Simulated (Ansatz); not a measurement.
**4 guesses for Bi₂B₃Br and where they end**

The calculation used DFT PBE, scalar-relativistic, plane waves, PAW (Ansatz). Settings: cutoff 420 eV, Γ-centred meshes spaced at most about 0.3 Å⁻¹, and about 0.25 Å⁻¹ or finer for metals (2π included), Gaussian smearing. No spin polarisation in the final relaxations.

Each guess was relaxed in cell and atoms at zero pressure, within the symmetry of its start. These are static total energies at zero pressure. Coordination counts B or Br atoms around Bi (for each partner element, those within 1.25 times its shortest distance or 1.15 times the sum of covalent radii, where it is the nearest in units of that sum or under 1.3; a plus sign parts groups by distance over the sum of covalent radii; the shortest distance is added where it exceeds 1.18 times the sum of covalent radii; a slash parts the counts of unlike sites).

```csv
guess,made from,start group,V start (Å³/atom),end group,V end (Å³/atom),coordination at the end,gap on mesh (eV),E over the lowest end (meV/atom)
1,Zr2CuSb3 type,P-4m2,19.7,P-4m2,22.7,Bi 5,0,870
2,random cell,R3m,22.3,R3m,25.3,Bi 3/9 from 2.8 Å,0,0
3,random cell,P4/mmm,23.2,?,?,?,?,?
4,NaSn2Pd3 type,P6mm,20.2,P6/mmm,20.8,Bi 6,0,920
```

Guess 3 as it starts:

Space group P4/mmm (No. 123). a = 4.775 Å, b = 4.775 Å, c = 6.118 Å, α = 90.00°, β = 90.00°, γ = 90.00°
```csv
atom,site,symmetry,x,y,z
B,2g,4mm,0.0000,0.0000,0.8740
B,1b,4/mmm,0.0000,0.0000,0.5000
Bi,2f,mmm.,0.0000,0.5000,0.0000
Br,1c,4/mmm,0.5000,0.5000,0.0000
```

Problem. Fill in the missing row: what does this guess relax into, and where does it rank?

Solution. It ends in space group P4/mmm (No. 123), with a = 5.749 Å, c = 4.695 Å, 25.9 Å³/atom and no gap. It lies 99 meV/atom over the lowest end, above guess 2 and below guess 1. Counting B or Br atoms around Bi, this end has Bi 2+4+4 and the lowest (guess 2) has Bi 3/9 from 2.8 Å. This end holds B–B chains (shortest 1.56 Å); the lowest (guess 2) holds B–B units of three or more atoms (shortest 1.62 Å).

```cif
data_structure
_symmetry_space_group_name_H-M 'P 1'
_symmetry_Int_Tables_number 1
_cell_length_a 5.7486
_cell_length_b 5.7486
_cell_length_c 4.6953
_cell_angle_alpha 90.000
_cell_angle_beta 90.000
_cell_angle_gamma 90.000
_cell_volume 155.16
loop_
_atom_site_label
_atom_site_type_symbol
_atom_site_fract_x
_atom_site_fract_y
_atom_site_fract_z
_atom_site_occupancy
B1 B 0.00000 0.00000 0.83381 1
B2 B 0.00000 0.00000 0.16619 1
B3 B 0.00000 0.00000 0.50000 1
Bi1 Bi 0.00000 0.50000 0.00000 1
Bi2 Bi 0.50000 0.00000 0.00000 1
Br1 Br 0.50000 0.50000 0.00000 1
```

Formation energies are uncorrected and refer to the elements' standard structures at the same level. The references include crystalline Br.

Problem. Is the lowest end bound against the elements?

Solution. No: its formation energy is +0.53 eV/atom. A positive value: parting into the elements would lower its energy.

Weakly bound directions are ill-defined at this level, which has no dispersion term (R3m, P-4m2), and this can change margins and order among such cells. These runs have no spin–orbit coupling, which can matter for Bi. The zero gap of R3m may come from the functional, which often closes small gaps, or the cell may be a true semimetal. The reference form of Br is held partly by dispersion forces, which this level lacks. Cells relaxed within their symmetry can be saddle points. A lower structure may well exist outside this small set. Some types were kept out of the candidates beforehand, so the set may lack a known form.
